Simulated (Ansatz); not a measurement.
AlNi (CsCl type, Pm-3m) at seven volumes, PBE (plane waves, PAW; program Ansatz), scaled uniformly. One row is withheld.

| V (Å³/atom) | P (GPa) |
|---|---|
| 11.020 | 18.42 |
| 11.383 | 11.26 |
| 11.746 | 5.18 |
| 12.109 | -0.01 |
| 12.473 | -4.42 |
| 12.836 | -8.18 |
| 13.199 | ? |

Fit the shown pressures and predict the withheld one.

P = (3/2)B₀(x^(7/2) − x^(5/2))[1 + (3/4)(B′ − 4)(x − 1)] with x = (V₀/V)^(2/3). Least squares on the six rows gives V₀ = 12.109 Å³/atom, B₀ = 159 GPa, B′ = 4.35. At V = 13.199, x = 0.9442 and P = -11.37 GPa. The run itself gave -11.38 GPa.

The PBE relaxation kept the symmetry of its start. The workflow began spin-polarised and lost its moments.

Potentials: the later of the program's two PAW sets.
